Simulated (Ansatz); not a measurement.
BeTe:
```xyz
4
Lattice="3.9477 0.0000 0.0000 -1.9739 3.4188 0.0000 0.0000 0.0000 6.5193" Properties=species:S:1:pos:R:3 pbc="T T T"
Be     1.9739     1.1396     3.2646
Be     0.0000     2.2792     0.0049
Te     1.9739     1.1396     5.6995
Te     0.0000     2.2792     2.4398
```

Tensor components refer to the Cartesian frame of this cell.

Q: Give the proper piezoelectric stress tensor with relaxed ions from plane-wave PAW PBEsol (Ansatz code).

A: In C/m², rows x, y, z, Voigt columns; mesh uncertainty up to 0.00.
```
 0.00   0.00   0.00   0.00   0.08   0.00
 0.00   0.00   0.00   0.08   0.00   0.00
 0.09   0.09  -0.29   0.00   0.00   0.00
```

The elastic tensor of the same run (GPa):

```
 119  35.4  23.2   0.0   0.0   0.0
35.4   119  23.2   0.0   0.0   0.0
23.2  23.2   139   0.0   0.0   0.0
 0.0   0.0   0.0  33.5   0.0   0.0
 0.0   0.0   0.0   0.0  33.5   0.0
 0.0   0.0   0.0   0.0   0.0  42.0
```

Q: Convert to strain constants d = e·S.

A: In pC/N:
```
 0.0   0.0   0.0   0.0   2.3   0.0
 0.0   0.0   0.0   2.3   0.0   0.0
 1.0   1.0  -2.4   0.0   0.0   0.0
```

Space group P6_3mc (wurtzite). The workflow started from a Materials Project entry (that database holds measured and hypothetical structures alike); the Crystallography Open Database copy checked does not list it. COD files the formula under space group No. 216. Its standing as an ambient phase is unchecked. Symmetry was held in the PBEsol relaxation; its stability against distortions is not shown here. Signs of piezoelectric constants follow the polarity of the cell as given. Scalar-relativistic: spin–orbit coupling is off unless named, which matters more the heavier the elements.

Potentials: the later of the program's two PAW sets.
